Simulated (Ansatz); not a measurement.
Values for one crystal, relaxed and computed with r²SCAN (plane waves, PAW; program Ansatz); other levels are named.

| Item | Value |
|---|---|
| Volume per atom | 15.02 Å³ |
| Electronic character | metallic (no gap) |
| Formation energy from the elements (no fitted shifts) | -0.11 eV/atom |
| Density of states at the Fermi level | 0.55 states/eV per atom (mean over ±0.08 eV) |
| Bulk modulus (Birch–Murnaghan fit) | 228 GPa |
| Pressure derivative B′ | 4.7 |

Question: Which compound is it?
A) Ge3Mo5, I4/mcm (Ge on 4a, Ge on 8h, Mo on 16k, Mo on 4b)
B) CaSi2Au2, I4/mmm (Ca on 2a, Si on 4e, Au on 4d)
C) TaSi, rock salt
D) PbSe, CsCl type

Answer: A, Ge3Mo5, I4/mcm (Ge on 4a, Ge on 8h, Mo on 16k, Mo on 4b)

The workflow started from a Materials Project entry (that database holds measured and hypothetical structures alike); the Crystallography Open Database copy checked does not list it. Whether it is the stable phase at ambient conditions was not checked. Symmetry was held in the r²SCAN relaxation; its stability against distortions is not shown here. The run is not spin-polarised. The references are the lowest solids computed at this level, not always the standard phases. Spin–orbit coupling is left out wherever it is not named.

Potentials: the later of the program's two PAW sets.
